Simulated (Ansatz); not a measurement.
TiSi in space group Pnma (No. 62; Ti on 4c, Si on 4c) under volume change, PBEsol in the plane-wave PAW code Ansatz, shape and atoms relaxed at each volume.

| V (Å³/atom) | E − E(relaxed) (meV/atom) | P (GPa) |
|---|---|---|
| 13.195 | 66.7 | 17.74 |
| 13.630 | 28.1 | 10.90 |
| 14.065 | … | … |
| 14.500 | 0.0 | 0.00 |
| 14.935 | 6.0 | -4.32 |
| 15.370 | … | … |
| 15.805 | 49.1 | -11.19 |

**Question.** Fill in the missing entries.

**Answer.** 
- 14.065, E − E(relaxed) (meV/atom): 6.7
- 14.065, P (GPa): 5.03
- 15.370, E − E(relaxed) (meV/atom): 22.9
- 15.370, P (GPa): -8.02

**Question.** What does a third-order Birch–Murnaghan fit give for V₀, B₀ and B′?

**Answer.** V₀ = 14.50 Å³/atom, B₀ = 155 GPa, B′ = 4.1.

The workflow started from a Materials Project entry (that database holds measured and hypothetical structures alike); the Crystallography Open Database copy checked does not list it. COD files the formula under space group No. 25, so this cell is another polymorph or a model. Whether it is the stable phase at ambient conditions was not checked. Symmetry was held in the PBEsol relaxation; of distortions, only those at the zone centre were tested. The run is not spin-polarised.

Potentials: the earlier of the program's two PAW sets.
